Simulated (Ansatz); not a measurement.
CuI (zinc blende)

```
CELL_PARAMETERS angstrom
      0.00000     2.96952     2.96952
      2.96952     0.00000     2.96952
      2.96952     2.96952     0.00000
ATOMIC_POSITIONS crystal
  I  0.75000 0.75000 0.75000
  Cu 0.00000 0.00000 0.00000
```

The volume is varied about the relaxed value V₀ at fixed cell shape. Symmetry pins the atoms to their sites.

Computed with PBEsol (plane waves to 420 eV, PAW, scalar-relativistic; Ansatz, an electronic-structure program). k mesh 10×10×10 (Γ-centred), Fermi-Dirac smearing 0.05 eV. Stress and pressure are positive under compression. CuI is run without spin polarisation. CuI was relaxed with its symmetry unable to fall. Spin-orbit coupling is left out, though I is heavy. The PAW data are Ansatz's earlier set.

At one point of the scan the stress tensor (GPa) is:

```
  -3.68     0.00     0.00
   0.00    -3.68     0.00
   0.00     0.00    -3.68
```

Question: Which point is it?
A. V/V₀ = 1.100
B. V/V₀ = 1.083
C. V/V₀ = 1.067
D. V/V₀ = 1.050

Answer: A, V/V₀ = 1.100

(A scan under strain: stresses follow from slopes of the energy per volume, elastic moduli from its curvatures.)
